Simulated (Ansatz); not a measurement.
# How much do the gradients of CsPbBr₃ depend on the method?

Cell: a COD entry whose atoms were relaxed with PBE, the cell held.

Space group Pnma (No. 62); a = 8.2550, b = 11.7590, c = 8.2070 Å.

```
site  Wyckoff  site symmetry       x       y       z
  Cs       4c            .m.  0.9377  0.2500  0.9852
  Pb       4b             -1  0.0000  0.0000  0.5000
 Br9       4c            .m.  0.5050  0.2500  0.0775
Br13       8d              1  0.1989  0.0384  0.8018
```

One atom of each set is listed.

First run. All values are calculated (Ansatz; DFT, PBE, plane waves and PAW, scalar-relativistic, 420 eV cutoff, Γ-centred 4×3×4 k-points, Fermi–Dirac smearing 0.02 eV), not measured.

```tsv
site	V_zz (10²¹ V/m²)	η
Cs	-2.08	0.99
Pb	0.94	0.52
Br9	20.7	0.14
Br13	20.0	0.02
```

Second run. The same atoms and settings, except that the functional is r2SCAN and the cutoff is 500 eV.

Problem. Given the first result, estimate the second.

Solution. 

| site | V_zz | η | change of V_zz |
| --- | --- | --- | --- |
| Cs | -2.30 | 0.96 | -0.22 |
| Pb | 0.85 | 0.59 | -0.09 |
| Br9 | 19.29 | 0.13 | -1.42 |
| Br13 | 18.63 | 0.00 | -1.40 |

The largest change of V_zz is on Br9, from 20.7 to 19.29. In per cent, |V_zz| changes by +11 on Cs, -10 on Pb, -7 on Br (all sites that start above 0.5).

Spin–orbit coupling is left out, which shifts gradients on Pb by a few per cent, and by more where contributions nearly cancel.
